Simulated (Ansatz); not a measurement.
TiB2 (AlB2 type, space group P6/mmm)

```
TiB2
1.0
    6.06397     0.00000     0.00000
   -1.51599     2.62578     0.00000
    3.03199     0.00000     3.22435
Ti B
2 4
Direct
  0.00000   0.00000   0.00000
  0.50000   0.00000   0.00000
  0.91667   0.66667   0.50000
  0.41667   0.66667   0.50000
  0.08333   0.33333   0.50000
  0.58333   0.33333   0.50000
```

The atoms are displaced by Q × the pattern below (from a DFPT mode at L = (0.5, 0.0, 0.5), largest move 1; Q in Å), at fixed cell. (q is in reciprocal vectors of the primitive cell; the cell shown is doubled to hold the pattern.)

```
atom       x       y       z
----  ------  ------  ------
Ti1   -0.150  -0.086   0.000
Ti2    0.150   0.086   0.000
B3     0.000   0.000   1.000
B4     0.000   0.000  -1.000
B5     0.000   0.000   1.000
B6     0.000   0.000  -1.000
```

The numbers are results of PBE (plane waves to 420 eV, PAW, scalar-relativistic; Ansatz, an electronic-structure program), not measurements. k mesh 18×18×18 (Γ-centred), Fermi-Dirac smearing 0.05 eV. With partly filled bands, energies and forces of such displacements shift with the k mesh and the smearing. TiB2 is run without spin polarisation. TiB2 was relaxed with its symmetry unable to fall. 

```json
[
 {"Q (Å)": "-0.180", "−dE/dQ from forces (eV/Å)": "9.517"},
 {"Q (Å)": "-0.150", "−dE/dQ from forces (eV/Å)": "7.888"},
 {"Q (Å)": "-0.120", "−dE/dQ from forces (eV/Å)": "6.281"},
 {"Q (Å)": "-0.090", "−dE/dQ from forces (eV/Å)": "4.693"},
 {"Q (Å)": "-0.060", "−dE/dQ from forces (eV/Å)": "3.119"},
 {"Q (Å)": "-0.030", "−dE/dQ from forces (eV/Å)": "1.557"},
 {"Q (Å)": "0.000", "−dE/dQ from forces (eV/Å)": "0.000"},
 {"Q (Å)": "0.030", "−dE/dQ from forces (eV/Å)": "-1.557"},
 {"Q (Å)": "0.060", "−dE/dQ from forces (eV/Å)": "-3.119"},
 {"Q (Å)": "0.090", "−dE/dQ from forces (eV/Å)": "-4.693"},
 {"Q (Å)": "0.120", "−dE/dQ from forces (eV/Å)": "-6.281"},
 {"Q (Å)": "0.150", "−dE/dQ from forces (eV/Å)": "-7.888"},
 {"Q (Å)": "0.180", "−dE/dQ from forces (eV/Å)": "-9.517"}
]
```

Question: What harmonic wavenumber does the curvature at Q = 0 give?

Answer: 553 cm⁻¹. E″ = 51.87 eV/Å², M = Σ mᵢ|uᵢ|² = 46.1 u, ν̃ = 521.5·√(|E″|/M).

(For displaced atoms, the force is minus the slope of the energy, and its curvature is a force constant, which sets phonon frequencies.)
